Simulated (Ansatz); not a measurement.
(001) slab cut from the bulk of Ag, R-3m (No. 166); the slab's formula is Ag:

```
Ag
1.0
     2.86874    0.00000    0.00000
    -1.43437    2.48440    0.00000
     0.00000    0.00000   24.35765
Ag
5
Direct
  0.00000 0.00000 0.30791
  0.66667 0.33333 0.40390
  0.33333 0.66667 0.49988
  0.66667 0.33333 0.59610
  0.33333 0.66667 0.69209
```

Theory: DFT PBEsol, scalar-relativistic, plane waves, PAW in Ansatz 0.2.0. Settings: cutoff 420 eV, Γ-centred mesh 12×12×1 on the computed 5-atom cell, Gaussian smearing of 0.10 eV; no spin polarisation. A dipole correction removes the field between periodic images along c.

(1) What forces act on the atoms?

Results:

(1)
| atom | Fx (eV/Å) | Fy (eV/Å) | Fz (eV/Å) |
| --- | --- | --- | --- |
| Ag1 | 0.000 | 0.000 | -0.001 |
| Ag2 | 0.000 | 0.000 | 0.055 |
| Ag3 | 0.000 | 0.000 | 0.002 |
| Ag4 | 0.000 | 0.000 | -0.079 |
| Ag5 | 0.000 | 0.000 | 0.023 |

The reference crystal is a form of Ag, which isn't its usual structure.

Cost: 1 run of about 0.3 core-minutes, on Arm Neoverse V1 (shared hosts).